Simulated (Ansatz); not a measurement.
LuHg, DFT, LDA, PAW with Ansatz's default frozen-core files, scalar-relativistic (Ansatz 0.2.0), run on 1 thread of Arm Neoverse V1 on a shared host.

The geometry is COD entry 1523433, unchecked; take it as a test cell. The listed cell was then made from it by scaling, straining or moving an atom.

Command: `ansatz run input.yaml --threads 1 --pin off --max-ram 3072MiB --backend cpu --events-out ev --progress --plain --runs-dir out`

```yaml
crystal:
  lattice:
    - [3.57093, 0.0, 0.0]
    - [0.0, 3.57093, 0.0]
    - [0.0, 0.0, 3.607]
  atoms:
    - { symbol: Lu, position: [0.5, 0.5, 0.5] }
    - { symbol: Hg, position: [0.0, 0.0, 0.0] }
kpoints:
  mp_grid: { grid: [10, 10, 10] }
scf:
  occupations: { method: fermi_dirac, width: 0.05 }
hamiltonian:
  xc: lda
  pseudopotentials: { kind: paw }
output:
  forces: true
  stress: true
  eigenvalues: true
  efg: { contact_densities: true }
  write_density: true
  write_potential: true
  elf: true
  volumetric_format: npy
```

Question: How large is the problem that the program sets up?

Answer: 126 irreducible k-points, 897 plane waves at Γ, 27 bands.

Question: Estimate the wall time and the peak memory.

Answer: 19 s of wall time for 8 SCF iterations, with a peak of 0.47 GiB. Times on shared machines scatter by tens of per cent.

Question: And the same cell and mesh by crystal-made all-electron datasets, asked for forces, stress, eigenvalues, efg, on the same hardware?

Answer: 31 s, peak memory 0.76 GiB.
